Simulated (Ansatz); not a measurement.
# TeW: reading a single point

```
W Te
1.0
     6.41330    0.00000    0.00000
     0.00000    5.96324    0.00000
     0.00000    0.00000    3.79479
W Te
4 4
Cartesian
  1.2121 0.0119 0.9487
  5.2012 5.9513 2.8461
  4.4188 2.9697 2.8461
  1.9945 2.9935 0.9487
  3.6684 1.3775 0.9487
  2.7449 4.5857 2.8461
  0.4618 1.6041 2.8461
  5.9515 4.3591 0.9487
```

Level: r2SCAN, with U_eff = 3.16 eV on W d (all-electron-ortho-atomic projectors), no spin polarisation; 500 eV; 5×6×9 Γ-centred mesh; fermi-dirac occupations (width 0.0647 eV); Ansatz 0.2.0, fixed geometry.

(1) Describe some of the short contacts.

(2) What does the stress say?

(3) Where is the largest force?

(4) Metal or insulator?

(5) Give the Bader charges.

Origin: a known structure type with other elements, at an estimated volume, so it need not be a known compound. Caveats: a Hubbard term without moments, so a magnetic state may lie lower; atoms or cell far from equilibrium.

## Answers

(1) W–Te at 2.33 Å: least valence density 0.79 e/Å³ and ELF 0.40 there. These are pseudo-fields; inside the PAW spheres they differ from the all-electron ones.

(2) The pressure is 40.2 GPa (compression positive), so with the atoms held at these fractions the cell would first expand; the forces are large, so a full relaxation may end otherwise. The principal stresses 33.3, 43.3, 44.0 GPa differ, so its shape would change too.

(3) The largest is on Te8 (and as large on other atoms): 6.82 eV/Å, components (-3.88, -5.61, 0.00). It makes 169° with the line to a nearest neighbour, W1 at 2.33 Å, pointing away from it.

(4) It is a metal, with about 4.3 states/eV a cell as the mean within 0.25 eV of the Fermi level, mostly W d (79 %).

(5) Bader charges in e: Te -0.46, W +0.46. In the mean W gives up most and Te takes most, against the order of Pauling's electronegativities.
